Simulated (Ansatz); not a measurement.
Tl (diamond, space group No. 227) under volume change, DFT-PBE in the program Ansatz with PAW potentials, scaled uniformly.

```
V (Å³/atom)  E − E(relaxed) (meV/atom)  P (GPa)
-----------  -------------------------  -------
41.016                            19.5     1.70
42.369                             8.1     1.02
43.721                             1.9     0.46
45.073                             0.0     0.00
46.425                             1.7    -0.38
47.777                             6.3    -0.70
49.129                            13.3    -0.97
```

**Question.** What does a third-order Birch–Murnaghan fit give for V₀, B₀ and B′?

**Answer.** V₀ = 45.08 Å³/atom, B₀ = 14.0 GPa, B′ = 5.2.

Space group Fd-3m (diamond). The start of the workflow was typed in or built on a structure type; neither database checked (COD, Materials Project) lists it. It is not the phase usual at ambient conditions (space group No. 194). The PBE relaxation kept the symmetry of its start; its stability against distortions is not shown here. Spin–orbit coupling is left out wherever it is not named.

Potentials: the later of the program's two PAW sets.
